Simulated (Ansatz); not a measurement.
Method: DFT PBE, scalar-relativistic, plane waves, PAW in Ansatz. All cells share a 420 eV cutoff and Γ-centred k meshes spaced at most about 0.3 Å⁻¹ (about 0.25 or finer for metals, 2π included). No spin polarisation in the final relaxations.

All energies are static (0 K, no zero-point motion). All come from trial cells, and lower structures may exist.

Problem. These unrelaxed guesses for LuSi2Ge3 are each relaxed within their symmetry. Order them by the energy at which they end, lowest first.
A.

```xyz
6
Lattice="3.2515 1.8772 3.5885 -3.2515 1.8772 3.5885 0.0000 -3.7545 3.5885" Properties=species:S:1:pos:R:3 pbc="T T T"
Lu    0.0000    0.0000    5.3827
Si    0.0000    0.0000    9.2576
Si    0.0000    0.0000    1.5078
Ge   -2.0519    1.8772    3.5885
Ge   -0.5998   -2.7156    3.5885
Ge    2.6517    0.8384    3.5885
```

B.

```xyz
6
Lattice="4.3288 0.0000 0.0000 -2.1644 3.7488 0.0000 0.0000 0.0000 7.1226" Properties=species:S:1:pos:R:3 pbc="T T T"
Lu    0.0000    0.0000    3.5613
Si    0.0000    0.0000    1.0525
Si    0.0000    0.0000    6.0701
Ge    2.1644    0.0000    3.5613
Ge   -1.0822    1.8744    3.5613
Ge    1.0822    1.8744    3.5613
```

C.

```xyz
6
Lattice="5.5280 0.0000 0.0000 -2.7640 4.7874 0.0000 0.0000 0.0000 4.2940" Properties=species:S:1:pos:R:3 pbc="T T T"
Lu    0.0000    0.0000    0.0000
Si    2.7640    1.5958    0.0000
Si    0.0000    3.1916    0.0000
Ge    2.7640    0.0000    2.1470
Ge    1.3820    2.3937    2.1470
Ge   -1.3820    2.3937    2.1470
```

Solution. A (ends in R32, 0 meV/atom), C (ends in P6/mmm, 103 meV/atom), B (ends in P6/mmm, 0.51 eV/atom). Even the lowest end lies +0.12 eV/atom against the elements.

A magnetic state wasn't ruled out in cells without spin, among them R32, P6/mmm at 19.7 Å³/atom, P6/mmm at 34.1 Å³/atom. Cells relaxed within their symmetry can be saddle points. Some candidate types were left out of the draw beforehand, so a known form may be missing.
